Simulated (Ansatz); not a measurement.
# SrCd: energy along a strain

SrCd, Pm-3m, a = 4.003 Å (as given, not relaxed at this level: -0.5 GPa). The structure is a COD entry; whether it is the stable form wasn't checked. Ansatz: PBEsol, PAW, 420 eV, Γ-centred 12×12×12 mesh on 2 atoms, Gaussian smearing 0.15 eV; no spin polarisation. Cell vectors (Å): 4.003 0.000 0.000; 0.000 4.003 0.000; 0.000 0.000 4.003. The cell is strained by x per cent times the pattern (1 -1 0 0 0 0) in the order xx yy zz yz xz xy (engineering shears), with fractional coordinates held. y is the free energy over the start, V0 = 32.072 Å³/atom. Symmetry makes y even in x. Points with a strain past 8.5 % were computed too (4) and aren't used here.

```
x (%) y (meV/atom)
-7.50         21.87
 0.00          0.00
 1.87          0.77
 3.75          4.00
 5.62             ?
```

Task: Fit y = c2 x² + c4 x⁴ to the other rows, get the stiffness along the pattern, and predict the missing energy.

Result: Least squares on the rows shown. y = 0.24607 x² + 0.0025381 x⁴. The clamped-ion stiffness p·C·p = 2 × 2.461 eV × 160.2 / 32.072 Å³ = 25 GPa (second derivative at the start, which stands under stress). At x = 5.62 the fit asked for gives 10.30 meV/atom. The run gave 10.87 meV/atom, so the fit is 0.57 meV/atom too low, 2.6 % of the span of the series, against an rms of 0.07 meV/atom on the fitted rows. With a term in x⁶ added, a fit to the same known rows (none to spare) predicts 11.29 meV/atom, a smaller miss on the other side.